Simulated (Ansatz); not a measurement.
Relaxed ZnS (zinc blende):

```
CELL_PARAMETERS angstrom
      0.00000     2.67833     2.67833
      2.67833     0.00000     2.67833
      2.67833     2.67833     0.00000
ATOMIC_POSITIONS crystal
  S  0.75000 0.75000 0.75000
  Zn 0.00000 0.00000 0.00000
```

These are PBEsol (plane waves to 420 eV, PAW, scalar-relativistic; Ansatz, a quantum-chemistry and plane-wave program) values and carry that method's errors. k mesh 9×9×9 (Γ-centred), Fermi-Dirac smearing 0.05 eV. ZnS was relaxed with its symmetry unable to fall.

One atom of the cell was then moved (with its periodic images), all else fixed, and the forces (eV/Å) came out as:

```csv
atom,Fx,Fy,Fz
S1,0.846,0.846,-0.428
Zn2,-0.846,-0.846,0.428
```

With two atoms only their relative shift counts; take S1 as fixed.

Which atom was moved, and by which vector (Å)?

Zn2, by (0.13, 0.13, 0.00), 0.18 Å in all.

(A displaced cell: forces are minus the slopes of the energy, force constants its curvatures, and phonons follow from these.)
